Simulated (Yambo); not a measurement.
**Optical response of Rb$_{2}$KScF$_{6}$**

```
Rb2KScF6
1.0
    0.00000     4.59944     4.59944
    4.59944     0.00000     4.59944
    4.59944     4.59944     0.00000
F K Sc Rb
6 1 1 2
Direct
  0.77859   0.22141   0.22141
  0.22141   0.77859   0.77859
  0.22141   0.77859   0.22141
  0.77859   0.22141   0.77859
  0.22141   0.22141   0.77859
  0.77859   0.77859   0.22141
  0.50000   0.50000   0.50000
  0.00000   0.00000   0.00000
  0.75000   0.75000   0.75000
  0.25000   0.25000   0.25000
```

Yambo, RPA with local fields on LDA bands; 4×4×4 mesh, 154 bands, 3 Ry local-field block, 0.2 eV broadening; field along x.

```
E (eV)  Im ε  Re ε  Im ε, independent particles
------  ----  ----  ---------------------------
0.0     0.00  2.05                         0.00
0.4     0.00  2.05                         0.00
0.8     0.00  2.06                         0.00
1.1     0.00  2.06                         0.00
1.5     0.00  2.07                         0.01
1.9     0.01  2.08                         0.01
2.2     0.01  2.09                         0.01
2.6     0.01  2.11                         0.01
3.0     0.01  2.13                         0.01
3.4     0.01  2.15                         0.02
3.8     0.02  2.18                         0.02
4.1     0.02  2.21                         0.03
4.5     0.02  2.26                         0.03
4.9     0.03  2.31                         0.04
5.2     0.04  2.37                         0.05
5.6     0.06  2.46                         0.07
6.0     0.09  2.58                         0.12
6.4     0.16  2.70                         0.22
6.8     0.37  2.95                         0.50
7.1     0.54  2.82                         0.95
7.5     0.83  3.19                         2.33
7.9     1.55  2.66                         1.49
8.2     1.27  2.22                         1.04
8.6     0.98  2.49                         0.98
9.0     1.43  2.66                         1.63
9.4     1.63  2.34                         1.97
9.8     1.95  2.17                         2.27
10.1    2.01  1.73                         2.05
10.5    1.89  1.13                         1.64
10.9    1.57  0.95                         1.38
11.2    1.20  0.89                         1.01
11.6    1.00  0.82                         0.82
12.0    0.68  0.92                         0.61
12.4    0.59  1.20                         0.58
12.8    0.68  1.28                         0.67
13.1    0.59  1.31                         0.55
13.5    0.61  1.49                         0.64
13.9    0.77  1.47                         0.83
14.2    0.78  1.41                         0.93
14.6    0.71  1.45                         0.90
15.0    0.78  1.50                         1.01
15.4    1.03  1.52                         1.32
15.8    0.88  1.25                         1.41
16.1    0.73  1.28                         1.37
16.5    0.80  1.37                         2.00
16.9    0.85  1.35                         2.22
17.2    0.80  1.36                         2.30
17.6    0.93  1.29                         1.84
18.0    0.83  1.30                         2.20
18.4    0.85  1.32                         2.13
18.8    0.97  1.39                         1.65
19.1    0.97  1.16                         1.62
19.5    0.95  1.13                         1.63
19.9    0.80  1.11                         1.67
```

Peak heights and small wiggles depend on the k mesh. Convergence of the RPA response with its 4×4×4 mesh was not tested. No excitonic effects at this level.

Geometry of the Materials Project entry, not relaxed at this level.

The structure is a Materials Project entry; no match was found in the copy of COD used, and its stability was not checked.
